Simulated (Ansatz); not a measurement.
Li3Al2:
```cif
data_Al6Li9
_chemical_formula_sum 'Li9 Al6'
_space_group_name_H-M_alt 'R-3m :H'
_space_group_IT_number 166
_space_group_name_Hall '-R 3 2"'
_cell_length_a 4.45014
_cell_length_b 4.45014
_cell_length_c 14.15058
_cell_angle_alpha 90.000
_cell_angle_beta 90.000
_cell_angle_gamma 120.000
loop_
_atom_site_label
_atom_site_type_symbol
_atom_site_symmetry_multiplicity
_atom_site_Wyckoff_symbol
_atom_site_fract_x
_atom_site_fract_y
_atom_site_fract_z
_atom_site_occupancy
Li1 Li 6 c 0.00000 0.00000 0.40325 1
Li2 Li 3 a 0.00000 0.00000 0.00000 1
Al1 Al 6 c 0.00000 0.00000 0.19614 1
```
(The calculation used a cell of 5 atoms; values per cell refer to that cell.)

Relaxed with r²SCAN.

### Question
Which orbitals make up the states near the Fermi level in DFT-r²SCAN in the program Ansatz with PAW potentials?

### Answer
Within 0.5 eV of the Fermi level: Al 3p 75 %, Li 2s 8 %, Al 3s 6 %, outside the projected shells 10 %. Projections are on Löwdin-orthogonalised atomic valence shells; empty p or d shells of many metals are not among them.

### Question
Tabulate the density of states.

### Answer
States/eV per cell of 5 atoms, in 0.25 eV bins, energy from the Fermi level.

```csv
E (eV),total,Al 3p,Al 3s,Li 2s
-7.85,0.80,0.09,0.41,0.28
-7.60,0.81,0.13,0.42,0.24
-7.35,0.83,0.17,0.43,0.21
-7.10,0.86,0.21,0.45,0.18
-6.85,0.92,0.25,0.49,0.16
-6.60,1.09,0.33,0.60,0.15
-6.35,1.20,0.38,0.68,0.12
-6.10,0.55,0.20,0.30,0.05
-5.85,0.27,0.10,0.14,0.02
-5.60,0.00,0.00,0.00,0.00
-5.35,0.42,0.20,0.17,0.04
-5.10,0.99,0.50,0.38,0.09
-4.85,1.05,0.56,0.39,0.08
-4.60,0.79,0.42,0.29,0.06
-4.35,0.90,0.47,0.27,0.13
-4.10,1.11,0.57,0.31,0.20
-3.85,0.74,0.40,0.22,0.11
-3.60,0.52,0.29,0.16,0.06
-3.35,0.75,0.50,0.13,0.10
-3.10,1.58,1.14,0.15,0.25
-2.85,1.51,1.10,0.16,0.20
-2.60,1.60,1.19,0.16,0.20
-2.35,1.70,1.30,0.15,0.19
-2.10,2.00,1.59,0.15,0.19
-1.85,2.31,1.92,0.14,0.16
-1.60,2.07,1.75,0.10,0.13
-1.35,1.84,1.55,0.08,0.13
-1.10,1.42,1.16,0.07,0.12
-0.85,1.33,1.05,0.07,0.12
-0.60,1.39,1.07,0.07,0.14
-0.35,1.18,0.90,0.06,0.10
-0.10,0.99,0.75,0.06,0.08
0.15,0.83,0.62,0.05,0.06
0.40,0.64,0.45,0.05,0.05
0.65,0.56,0.37,0.06,0.04
0.90,0.63,0.35,0.12,0.06
1.15,1.16,0.45,0.33,0.20
1.40,1.59,0.65,0.37,0.26
1.65,2.07,0.68,0.45,0.53
1.90,2.90,1.00,0.52,0.66
2.15,2.63,0.98,0.42,0.54
2.40,2.16,0.78,0.31,0.45
2.65,1.82,0.62,0.26,0.39
2.90,2.01,0.68,0.25,0.39
3.15,1.92,0.69,0.19,0.38
3.40,1.85,0.65,0.23,0.36
3.65,1.63,0.56,0.19,0.29
3.90,1.83,0.58,0.19,0.33
4.15,1.90,0.54,0.21,0.36
4.40,1.75,0.49,0.18,0.34
4.65,1.89,0.49,0.16,0.38
```

The first step of the workflow began from a Materials Project structure, measured or hypothetical; the Crystallography Open Database copy checked does not list it. With Li and Al taken as one species the cell has the higher symmetry Im-3m, so it may be an ordered model of a mixed-site phase. Its standing as an ambient phase is unchecked. Symmetry was held in the r²SCAN relaxation; whether a distortion lowers the energy is not shown.

Potentials: the later of the program's two PAW sets.
